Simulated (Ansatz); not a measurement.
Here is the system:

HfIr3:
```
CELL_PARAMETERS angstrom
     -1.96588     1.96588     3.93719
      1.96588    -1.96588     3.93719
      1.96588     1.96588    -3.93719
ATOMIC_POSITIONS crystal
  Ir 0.50000 0.50000 0.00000
  Ir 0.75000 0.25000 0.50000
  Ir 0.25000 0.75000 0.50000
  Hf 0.00000 0.00000 0.00000
```

This is the PBEsol-relaxed structure.

Question: All from PBEsol in the plane-wave PAW code Ansatz, unless another level is named. Estimate the formation energy from the elements (no fitted shifts).

Answer: -0.60 eV/atom.

Question: What about the density of states at the Fermi level?

Answer: 0.79 states/eV per atom (mean over ±0.08 eV).

Space group I4/mmm. A made-up cell: these elements were put on the sites of a structure type; neither database checked (COD, Materials Project) lists it. COD files the formula under space group No. 221. Its standing as an ambient phase is unchecked. The cell was relaxed with PBEsol under the symmetry of its start; its stability against distortions is not shown here. The run is not spin-polarised. The references are the lowest solids computed at this level, not always the standard phases. Spin–orbit coupling is left out wherever it is not named.

Potentials: the earlier of the program's two PAW sets. The files were generated under PBE; for other functionals the program regenerates the frozen cores, and for LDA and PBEsol the local potential too.
